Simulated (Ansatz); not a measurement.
LaN:
```
CELL_PARAMETERS angstrom
      0.00000     2.80235     2.80235
      2.80235     0.00000     2.80235
      2.80235     2.80235     0.00000
ATOMIC_POSITIONS crystal
  N  0.25000 0.25000 0.25000
  La 0.00000 0.00000 0.00000
```

Relaxed with r²SCAN. Special points in fractions of this cell's reciprocal vectors: Γ (0.000, 0.000, 0.000); X (0.500, 0.000, 0.500); U (0.625, 0.250, 0.625); K (0.375, 0.375, 0.750); L (0.500, 0.500, 0.500); W (0.500, 0.250, 0.750).

List the band energies nearest the valence-band maximum at these points for the program Ansatz at the r²SCAN level (PAW).

In eV from the valence-band maximum; about four levels below and three above (degenerate sets whole), none deeper than 8.9 eV; points with the same levels are listed once.

| k | below | above |
|---|---|---|
| Γ | -2.03 -2.03 -2.03 | 1.51 4.29 4.29 4.29 |
| X | -2.55 0.00 0.00 | 2.51 3.73 4.45 |
| U | -1.93 -0.46 -0.29 | 2.37 3.90 4.32 |
| L | -1.42 -1.42 -0.59 | 2.88 4.17 4.20 4.20 |
| W | -1.34 -1.19 -0.23 | 2.62 3.71 4.39 |

Space group F-43m (zinc blende). The start of the workflow was typed in or built on a structure type; neither database checked (COD, Materials Project) lists it. COD files the formula under space group No. 225, so this cell is another polymorph or a model. Whether it is the stable phase at ambient conditions was not checked. The r²SCAN relaxation kept the symmetry of its start; whether a distortion lowers the energy is not shown. Scalar-relativistic: spin–orbit coupling is off unless named, which matters more the heavier the elements.

Potentials: the later of the program's two PAW sets.
